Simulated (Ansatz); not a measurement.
La:
```cif
data_La4
_chemical_formula_sum 'La4'
_space_group_name_H-M_alt 'P 1'
_space_group_IT_number 1
_cell_length_a 3.77481
_cell_length_b 3.77481
_cell_length_c 12.06271
_cell_angle_alpha 90.000
_cell_angle_beta 90.000
_cell_angle_gamma 120.000
loop_
_space_group_symop_operation_xyz
  'x, y, z'
loop_
_atom_site_label
_atom_site_type_symbol
_atom_site_fract_x
_atom_site_fract_y
_atom_site_fract_z
_atom_site_occupancy
La1 La 0.00000 0.00000 0.00000 1
La2 La 0.00000 0.00000 0.50000 1
La3 La 0.33333 0.66667 0.25000 1
La4 La 0.66667 0.33333 0.75000 1
```

Relaxed with r²SCAN.

Decompose the optical modes at the zone centre into irreducible representations, and say which are infrared and Raman allowed.

Point group 6/mmm: Γ_opt = A2u + B1g + B2u + E1u + E2g + E2u. Infrared: A2u, E1u. Raman: E2g.

Assign frequencies (DFPT, the program Ansatz at the r²SCAN level (PAW)).

E2u 27, E1u 32, E2g 32, A2u 65, B1g 66, B2u 68 cm⁻¹.

Subscripts of B labels follow the axes of the standard setting.

Space group P6_3/mmc (dhcp (α-La type)). Symmetry was held in the r²SCAN relaxation. As this level gives no gap, phonon frequencies hold no LO–TO term and depend on the k-mesh and smearing (Fermi–Dirac, 0.1 eV here). Spin–orbit coupling is left out wherever it is not named.

Potentials: the earlier of the program's two PAW sets.
